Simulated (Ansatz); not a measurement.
## MgSe: from a starting cell to a relaxed one

The start is a generated cell, MgSe built in the cinnabar structure type. A full variable-cell relaxation at zero pressure is run with r2SCAN (plane waves to 500 eV, PAW, scalar-relativistic; Ansatz, a quantum-chemistry and plane-wave program). The first steps use a 9×9×4 k-mesh.

Starting cell:
```
MgSe
1.0
    4.14894     0.00000     0.00000
   -2.07447     3.59309     0.00000
    0.00000     0.00000     9.50503
Mg Se
3 3
Cartesian
  2.98641   0.00000   6.33669
 -1.49320   2.58630   3.16834
  0.58127   1.00678   0.00000
  2.02842   0.00000   1.58417
 -1.01421   1.75666   7.92086
  1.06026   1.83643   4.75251
```

**Question.** How large is the pressure on the unrelaxed cell, and of which sign?

**Answer.** +3.4 GPa (positive: the cell is compressed).

**Question.** What is the largest force in the starting geometry, and on which atom (counted from 1)?

**Answer.** 1.72 eV/Å, on Se4, Se5, Se6 (atoms numbered as listed).

**Question.** What symmetry does the relaxed structure have?

**Answer.** The space group goes from P3₂21 (No. 154) to Fm-3m (No. 225); the end is rock salt type, with 2 atoms in the primitive cell.

**Question.** How does the volume per atom move from start to end?

**Answer.** -13.3 %, from 23.62 to 20.48 Å³/atom.

**Question.** How do the shortest distances between atoms change?

**Answer.** The closest pairs of elements (up to four, under 3.6 Å), start → end: Mg–Se 2.37 → 2.74 Å.

**Question.** Is the relaxed structure metallic? Give its gap.

**Answer.** 2.48 eV, indirect (valence top at Γ, conduction bottom at X) (no spin-orbit coupling).

**Question.** Give the final cell and atomic positions.

**Answer.** 
Space group Fm-3m (No. 225); a = b = c = 5.472 Å, α = β = γ = 90.00°

```
atom  site  symmetry       x       y       z
----  ----  --------  ------  ------  ------
Mg      4a      m-3m  0.0000  0.0000  0.0000
Se      4b      m-3m  0.5000  0.5000  0.5000
```
(The calculation used a cell of 2 atoms; values per cell refer to that cell.)

Final values are on a 10×10×10 k-mesh of the relaxed cell. No spin polarisation in the result.

The run could not lose the symmetry of its start; a randomly shaken copy of 4 atoms returns to this structure.
